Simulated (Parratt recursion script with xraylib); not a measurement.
**X-ray reflectivity of Mo on Si at several surface roughnesses**

| layer, from the top | thickness (Å) | density (g/cm³) | rms roughness of its top face (Å) | δ (10⁻⁶) | β (10⁻⁶) |
|---|---|---|---|---|---|
| Mo | 300 | 10.026 | varied | 28.10 | 1.893 |
| Si (substrate) | – | 2.313 | 2.8 | 7.525 | 0.1803 |

The refractive index is n = 1 − δ + iβ. Vacuum lies above.

Densities are inputs, not measurements. They were set from computed cells of the Materials Project: Mo from entry mp-129 (Im-3m, 10.026 g/cm³); Si from entry mp-149 (Fd-3m, 2.313 g/cm³). A layer's crystal structure does not enter its constants, only its composition and density.

Simulated, not measured: specular X-ray reflectivity, Parratt recursion, Névot-Croce roughness, xraylib tables (Parratt recursion script with xraylib 4.3.0).

Photon energy 8.048 keV (λ = 1.5406 Å), s polarisation. The grazing angle θ is scanned from 0.05° to 3° in 900 evenly spaced points, and the curve is smoothed with a Gaussian of 0.004° full width. A maximum is a scan point above both neighbours; its place and height come from a parabola through R at the three points.

The table follows two fringe maxima, those next to orders 7.5 and 10.5 of m = (2d/λ)(sin²θ − 2δ)^½, through runs that differ in the roughness σ₁ of the film surface alone.

```
σ₁ (Å)  θ of the first (°)      R there  θ of the second (°)      R there
------  ------------------  -----------  -------------------  -----------
0                    1.181            ?                1.601            ?
7.2                  1.180      0.00134                1.599  2.16 × 10⁻⁴
10                   1.179  8.01 × 10⁻⁴                1.596  1.25 × 10⁻⁴
```

Q: Estimate the two heights for σ₁ = 0 Å.

A: At a maximum the amplitudes from the film's two faces add: R ≈ (|r₁|g₁ + |r₂|g₂A)². Here q₀ = 4π sin θ/λ, qⱼ = (q₀² − 32π²δⱼ/λ²)^½ (1 film, 2 substrate), |r₁| = |q₀² − q₁²|/(q₀ + q₁)², |r₂| = |q₁² − q₂²|/(q₁ + q₂)² with the numerators taken from the constants, g₁ = exp(−q₀q₁σ₁²/2), g₂ = exp(−q₁q₂σ₂²/2), and A = exp(−16π²β₁d/(λ²q₁)) for absorption in the film.

Check on a shown row, σ₁ = 7.2 Å, second maximum: q₀ = 0.2276, q₁ = 0.2192, q₂ = 0.2254 Å⁻¹; |r₁| = 0.0187, |r₂| = 0.0139; g₁ = 0.274, g₂ = 0.824, A = 0.842; R ≈ 2.18 × 10⁻⁴ against 2.16 × 10⁻⁴ in the table.

- σ₁ = 0 Å, first maximum: q₀ = 0.1681, q₁ = 0.1566, q₂ = 0.1651 Å⁻¹; |r₁| = 0.0355, |r₂| = 0.0265; g₁ = 1.00, g₂ = 0.904, A = 0.786; R ≈ 0.00295.
- σ₁ = 0 Å, second maximum: q₀ = 0.2279, q₁ = 0.2195, q₂ = 0.2257 Å⁻¹; |r₁| = 0.0187, |r₂| = 0.0138; g₁ = 1.00, g₂ = 0.823, A = 0.842; R ≈ 7.99 × 10⁻⁴.

The run gave 0.00293 and 7.98 × 10⁻⁴; the estimates are 1.01 and 1.00 times these.
